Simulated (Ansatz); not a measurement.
**SiO₂ — O-17 NMR of the central transition**

Cell: a structure deposited in the COD whose atoms were relaxed with PBE, the cell held.

Space group P4_2/mnm (No. 136); a = 4.1667, c = 2.6645 Å.

```csv
site,Wyckoff,site symmetry,x,y,z
Si,2a,m.mm,0.0000,0.0000,0.0000
O,4f,m.2m,0.3053,0.3053,0.0000
```

One atom of each set is listed.

The numbers come from a DFT calculation in Ansatz (LDA, plane waves and PAW, scalar-relativistic, 420 eV cutoff, Γ-centred 7×7×11 k-points, Fermi–Dirac smearing 0.02 eV).

O-17 has I = 5/2 and Q = -25.58 mb (Pyykkö 2018); at 9.4 T its Larmor frequency is ν₀ = 54.3 MHz. Only the quadrupole interaction is simulated: positions count from each site's isotropic chemical shift, and J coupling is left out, as are shift anisotropy and dipolar coupling, which fast spinning averages.

Problem. Give C_Q, η, the quadrupolar product P_Q = |C_Q|(1 + η²/3)^½, the second-order isotropic shift and the breadth of the pattern (fast magic-angle spinning) for each O site.

Solution. 

```tsv
site	first shell	C_Q (MHz)	η	P_Q (MHz)	δ_QIS (ppm)	breadth (kHz)
O	3 Si at 1.76–1.80 Å	6.69	0.16	6.72	-92.0	11.2
```

δ_QIS = −(ν_Q²/30ν₀²)[I(I+1) − 3/4](1 + η²/3) × 10⁶ ppm with ν_Q = 3|C_Q|/[2I(2I−1)]; it falls as 1/B₀² in ppm, and the breadth as 1/B₀ in kHz.

At O V_zz stands upright on the plane through its three neighbours (within 1°).
